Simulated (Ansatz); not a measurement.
CO2 and a variant

Base: a Materials Project structure (computed, not necessarily an observed phase), its atoms then relaxed with r2SCAN in this cell.

```
CELL_PARAMETERS angstrom
4.78455 0.00000 0.00000
0.00000 6.31554 0.00000
0.00000 0.00000 5.67889
ATOMIC_POSITIONS crystal
C 0.50000 0.85374 0.75000
C 0.00000 0.35374 0.75000
C 0.00000 0.64626 0.25000
C 0.50000 0.14626 0.25000
O 0.70142 0.14557 0.13625
O 0.29858 0.14557 0.36375
O 0.79858 0.64557 0.13625
O 0.20142 0.35443 0.86375
O 0.20142 0.64557 0.36375
O 0.79858 0.35443 0.63625
O 0.70142 0.85443 0.63625
O 0.29858 0.85443 0.86375
```

Sites (sets of like atoms) are named by element and the number of their first atom in this list.

Method: Kohn–Sham DFT in Ansatz, r2SCAN, plane waves and PAW, scalar-relativistic, 500 eV cutoff, Γ-centred 5×4×4 k-points, Fermi–Dirac smearing 0.02 eV.

(1) Variant: x and y compressed by 4 %, ions at fixed fractional positions. What happens to the gradients (10²¹ V/m²)?

Results:

(1) 

```tsv
site	atoms	V_zz base	η base	V_zz variant	η variant
C	1, 2, 3, 4	-3.58	0.01	-3.73	0.00
O	5, 6, 7, 8, 9, …	7.32	0.03	5.86	0.04
```

The largest change of V_zz is on O, from 7.32 to 5.86. In per cent, |V_zz| changes by +4 on C, -20 on O (all sites that start above 0.5).

For the variant: At this changed cell the r2SCAN pressure is 13 GPa. The atoms aren't relaxed in the changed cell (largest force 3.8 eV/Å).
